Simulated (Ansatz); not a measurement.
Given:

Si2Ni (fluorite or antifluorite type, Fm-3m), a = b = c = 5.387 Å, α = β = γ = 90.00°; the cell used has 3 atoms.

This is the r²SCAN-relaxed structure.

Q: All from r²SCAN (plane waves, PAW; program Ansatz), unless another level is named. Give the electronic character.

A: metallic (no gap).

Q: Predict the formation energy from the elements (no fitted shifts).

A: -0.35 eV/atom.

Q: Next, the density of states at the Fermi level?

A: 0.27 states/eV per atom (mean over ±0.08 eV).

The cell was relaxed with r²SCAN under the symmetry of its start. No spin polarisation was allowed. The references are the lowest solids computed at this level, not always the standard phases.

Potentials: the earlier of the program's two PAW sets.
